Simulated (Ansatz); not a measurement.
Be:
```
CELL_PARAMETERS angstrom
      0.00000     2.44928     2.44928
      2.44928     0.00000     2.44928
      2.44928     2.44928     0.00000
ATOMIC_POSITIONS crystal
  Be 0.25000 0.25000 0.25000
  Be 0.00000 0.00000 0.00000
```

Relaxed with PBE. Special points in fractions of this cell's reciprocal vectors: Γ (0.000, 0.000, 0.000); X (0.500, 0.000, 0.500); U (0.625, 0.250, 0.625); K (0.375, 0.375, 0.750); L (0.500, 0.500, 0.500); W (0.500, 0.250, 0.750).

Problem. List the band energies nearest the Fermi level at these points for PBE in the plane-wave PAW code Ansatz.

Solution. In eV from the Fermi level; about four levels below and three above (degenerate sets whole), none deeper than 8.9 eV; … stands for higher levels left out; points with the same levels are listed once.

```
k                    below           above
-  -----------------------  --------------
Γ                    -7.28  4.76 4.76 4.76
X              -2.40 -2.40     0.74 0.74 …
U        -2.14 -1.84 -1.44     1.33 6.68 …
L              -3.67 -3.48     3.03 3.03 …
W  -1.63 -1.63 -0.82 -0.82               …
```

Space group Fd-3m (diamond). The cell is a constructed one: a structure type filled with these elements; neither database checked (COD, Materials Project) lists it. It is not the phase usual at ambient conditions (space group No. 194). Symmetry was held in the PBE relaxation. At this level the phase is mechanically unstable.

Potentials: the later of the program's two PAW sets.
